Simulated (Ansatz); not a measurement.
An Ansatz (a quantum-chemistry and plane-wave program) run. Input:

Ansatz 0.2 input:
```yaml
crystal:
  lattice:
    - [3.8914347576, 0.0, 0.0]
    - [0.0, 3.8914347576, 0.0]
    - [0.0, 0.0, 3.8914347576]
  atoms:
    - { symbol: Sr, position: [0.0, 0.0, 0.0] }
    - { symbol: Ti, position: [0.5, 0.5, 0.5] }
    - { symbol: O, position: [0.5, 0.0, 0.5] }
    - { symbol: O, position: [0.0, 0.5, 0.5] }
    - { symbol: O, position: [0.5, 0.5, 0.0] }
kpoints:
  mp_grid: { grid: [7, 7, 7] }
hamiltonian:
  xc: pbesol
  pseudopotentials: { azcp: { folder: ./paw }, kind: paw }
scf:
  occupations: { method: fixed }
elastic: { mode: relaxed_ion, stencil: two_point, amplitude: 0.005, f_tol: 0.0005 }
```

Output (shortened):

```
Pseudopotential: Sr, paw, valence charge 10
Pseudopotential: Ti, paw, valence charge 12
Pseudopotential: O, paw, valence charge 6
Functional definition: PBEsol
Crystal: 5 atoms, lattice volume = 58.929 Å³
Basis set: ecut = 420 eV, 1189 PW (Γ), exchange–correlation on 54×54×54 points (8 copies of the dense FFT grid, shifted against one another)
Bands: 25, of which v1, the nominal top of the filled ones, is band 20 counted from 1 (19 counted from 0)
Symmetry: 48 space group operations
Space group: Pm-3m (ITA 221), of the structure as read, at distance tolerance 3.9e-5 Å
k-points: 20 of 343
SCF 1 converged in 13 iterations: F = -7657.273724 eV  dr2 = 1.93e-14
Crystal: 5 atoms, lattice volume = 58.634 Å³
Symmetry: 16 space group operations
k-points: 40 of 343
SCF 2 converged in 11 iterations: F = -7657.272098 eV  dr2 = 8.59e-15
Crystal: 5 atoms, lattice volume = 59.224 Å³
SCF 3 converged in 9 iterations: F = -7657.272077 eV  dr2 = 1.46e-14
Crystal: 5 atoms, lattice volume = 58.929 Å³
Symmetry: 8 space group operations
k-points: 64 of 343
SCF 4 converged in 10 iterations: F = -7657.273162 eV  dr2 = 3.24e-14
Crystal: 5 atoms, lattice volume = 58.929 Å³
SCF 5 converged in 8 iterations: F = -7657.273162 eV  dr2 = 9.29e-14
SCF converged after 13 iterations
Free energy (F): -7657.273724 eV
Harris-Foulkes:  -7657.273724 eV  (|F-HF|=9.09e-13)
Internal energy: -7657.273724 eV  (E = F + TS)
E sigma→0 (E₀):  -7657.273724 eV
Fermi energy:    9.903035 eV
--- Per-component energies (eV) ---
  E_band       = -203.329976
  E_kinetic    = 1019.978665
  E_local      = -2439.037463  (includes V_loc(G=0)·N_el)
  E_nonlocal   = 450.538087
  E_hartree    = 842.530419
  E_xc         = -504.780034
  E_vxc        = -577.483362  (∫ρ·V_xc dr)
  E_paw        = -4125.504167  (= ΣΔE_a)
  E_vpaw       = -342.389009  (= ΣTr[D̂ρ^β])
  E_aug_tail   = 0.002272  (compensation charges beyond the density's cutoff)
  E_ewald      = -2901.381098
  E_core_change = 0.379596  (= ΣΔE_core)
  E_smearing   =  0.000000  (= −TS)
  E_closure    = 0.000000  (closes the sum)
  Σ components = -7657.273724   (vs F -7657.273724, Δ=0.00e0)
--- Forces (eV/Å), atoms counted from 1 ---
  atom   1  Sr     0.00000000     0.00000000     0.00000000
  atom   2  Ti     0.00000000     0.00000000     0.00000000
  atom   3  O      0.00000000     0.00000000     0.00000000
  atom   4  O      0.00000000     0.00000000     0.00000000
  atom   5  O      0.00000000     0.00000000     0.00000000
  max |Σ_I F_I| component: 0.0 eV/Å
--- Stress (GPa, compression-positive) ---
       -0.003000       0.000000       0.000000
        0.000000      -0.003000       0.000000
        0.000000       0.000000      -0.003000
  P = ⅓ Tr σ = -0.0030 GPa (-0.030 kbar)
--- Band table (eV; the first three rows and the last of 20) ---
  k-point 0: bands = ["-46.1097", "-22.5762", "-22.5023", "-22.5023", "-22.5023", "-7.4094", "-6.4025", "-6.4025", "-4.6033", "-4.6033", "-4.6033", "7.1188", "7.1188", "7.1188", "8.7672", "8.7672", "8.7672", "9.6357", "9.6357", "9.6357", "11.8264", "11.8264", …
  k-point 1: bands = ["-46.1095", "-22.6041", "-22.5016", "-22.5016", "-22.4834", "-7.4195", "-6.4009", "-6.3945", "-4.5936", "-4.5936", "-4.4653", "6.8502", "7.1023", "7.1023", "8.4994", "8.4994", "8.5839", "9.0271", "9.5115", "9.5115", "11.8585", "12.2886", …
  k-point 2: bands = ["-46.1090", "-22.6505", "-22.5002", "-22.5002", "-22.4571", "-7.5127", "-6.3766", "-6.2671", "-4.5718", "-4.5718", "-4.2013", "6.2164", "7.0738", "7.0738", "7.9832", "7.9832", "8.0587", "8.2179", "9.3516", "9.3516", "11.9330", "13.1401", …
  k-point 19: bands = ["-46.1067", "-22.5684", "-22.5663", "-22.5663", "-22.5103", "-6.2157", "-6.0641", "-6.0641", "-4.8318", "-4.8318", "-4.7087", "5.4080", "5.8370", "5.8370", "6.1082", "6.2236", "6.2236", "9.8133", "9.8133", "9.9030", "14.4104", …
--- Elastic constants: 2 strain directions × 2 members + reference (group order 48) ---
  dense FFT box of the reference and of every strained cell: 27×27×27
  strains applied: 11, 23; error gains: componentwise 1.00 (the most a stress slope's error grows in a printed constant), spectral 1.73 (1 for all six strains …
  C = ∂σ_k/∂η_j (tension-positive GPa; Voigt order 11 22 33 23 13 12):
       351.029    103.943    103.943      0.000      0.000      0.000
       103.943    351.029    103.943      0.000      0.000      0.000
       103.943    103.943    351.029      0.000      0.000      0.000
         0.000      0.000      0.000    114.250      0.000      0.000
         0.000      0.000      0.000      0.000    114.250      0.000
         0.000      0.000      0.000      0.000      0.000    114.250
  reference stress σ⁰ (GPa):      0.003      0.003      0.003      0.000      0.000      0.000
  moduli (Voigt/Reuss/Hill, GPa): K = 186.30/186.30/186.30   G = 117.97/117.79/117.88   E = 292.05   ν = 0.239
  mechanically stable: yes (min eigenvalue of sym C = 114.25 GPa)
  strain η (Voigt 11):  stress-route row diagonal C_11 = 351.03 GPa, energy-path curvature d²(F+E_count+ΔE)/dδ²/Ω₀ = 351.40 GPa
         δ    σ_11 (GPa)             F (eV)   n_scf  n_hpsi   n_pw
    -5.000e-3      -1.7987       -7657.2720976      11   22775   1189   relax 0 steps, max|allowed force component| 0.0 eV/Å
     5.000e-3       1.7116       -7657.2720774       9   19945   1189   relax 0 steps, max|allowed force component| 0.0 eV/Å
  strain η (Voigt 23):  stress-route row diagonal C_44 = 114.25 GPa, energy-path curvature d²(F+E_count+ΔE)/dδ²/Ω₀ = 114.33 GPa
         δ    σ_23 (GPa)             F (eV)   n_scf  n_hpsi   n_pw
    -5.000e-3      -0.5713       -7657.2731619      10   34652   1189   relax 0 steps, max|allowed force component| 0.0 eV/Å
     5.000e-3       0.5713       -7657.2731619       8   28351   1189   relax 0 steps, max|allowed force component| 0.0 eV/Å
```

Cost: around 13 core-seconds (rough) on shared cores.

The cell was relaxed with PBEsol under the symmetry of its start. At this level the phase is dynamically unstable (imaginary phonons). The run is not spin-polarised. Spin–orbit coupling is left out wherever it is not named.

Potentials: the earlier of the program's two PAW sets.

Ansatz is a plane-wave DFT program.
